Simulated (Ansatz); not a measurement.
## Elastic constants of TiC (Fm-3m), step by step

```
Ti C
1.0
     0.00000    2.14673    2.14673
     2.14673    0.00000    2.14673
     2.14673    2.14673    0.00000
Ti C
1 1
Direct
  0.00000 0.00000 0.00000
  0.50000 0.50000 0.50000
```

Level of theory, where no other is named: PBEsol, all-electron LAPW in Ansatz 0.2.0, scalar-relativistic. k mesh 18×18×18, Fermi-Dirac smearing of 0.080 eV, basis error target 0.5 meV/atom. The cell was relaxed by PAW under this functional.

The cell is cubic and carries a residual pressure of -0.05 GPa at this level. Each strain component that symmetry leaves independent is applied at ±0.005, the ions relax wherever a strain frees them, and the stress (tension positive, GPa) is read. Shears are engineering strains, γ = 2ε.

```tsv
strain	size	σxx	σyy	σzz	σyz	σxz	σxy
xx	-0.005	-2.8043	-0.5755	-0.5755	0.0000	0.0000	0.0000
xx	+0.005	2.7484	0.6613	0.6613	0.0000	0.0000	0.0000
yz	-0.005	0.0478	0.0464	0.0464	-0.8585	0.0000	0.0000
yz	+0.005	0.0478	0.0464	0.0464	0.8585	0.0000	0.0000
```

A central difference gives one constant, for example C11 ≈ (2.7484 − (-2.8043))/(0.01) = 555.3 GPa; the program then imposes the crystal's symmetry on the whole matrix.

Problem. What are the independent elastic constants?

Solution. C11 = 555.3, C12 = 123.7, C44 = 171.7 GPa.

Problem. Do they meet the Born conditions?

Solution. C11 − C12 = 431.6, C11 + 2C12 = 802.6 and C44 = 171.7 GPa must all be positive, so the crystal is elastically stable; that says nothing yet of its phonons.

Problem. What moduli does a random aggregate of grains have?

Solution. B = (C11 + 2C12)/3 = 267.5 GPa. G_V = (C11 − C12 + 3C44)/5 = 189.3 and G_R = 5(C11 − C12)C44/(4C44 + 3(C11 − C12)) = 187.0, so G_H = 188.2 GPa. Then E = 9BG/(3B + G) = 457.3 GPa, ν = (3B − 2G)/(6B + 2G) = 0.215 and B/G = 1.42, on the brittle side of Pugh's 1.75 (a rule of thumb).

Problem. With the density of 5.025 g/cm³, how fast does sound travel, and what Debye temperature follows?

Solution. 

```csv
direction,slow (m/s),middle (m/s),fast (m/s)
[100],5845,5845,10512
[110],5845,6553,10086
[111],6326,6326,9940
```

The mean of v⁻³ over directions and branches gives v_m = 6758 m/s and θ_D = (ħ/k_B) v_m (6π²n)^(1/3) = 937 K, n being atoms per volume. Young's modulus spans 424 to 510 GPa over directions, and the universal anisotropy index is 0.06.

Problem. How far do the constants move if PAW replaces LAPW in the same cell?

Solution. 

```json
{"constant": "C11", "LAPW (GPa)": "555.3", "PAW (GPa)": "555.0", "difference": "-0.3"}
{"constant": "C12", "LAPW (GPa)": "123.7", "PAW (GPa)": "123.4", "difference": "-0.3"}
{"constant": "C44", "LAPW (GPa)": "171.7", "PAW (GPa)": "171.5", "difference": "-0.2"}
```

Known limits: responses of metals move with mesh and smearing; the frozen-core PAW files of the compared runs were fitted under PBE, their cores solved anew for this functional.
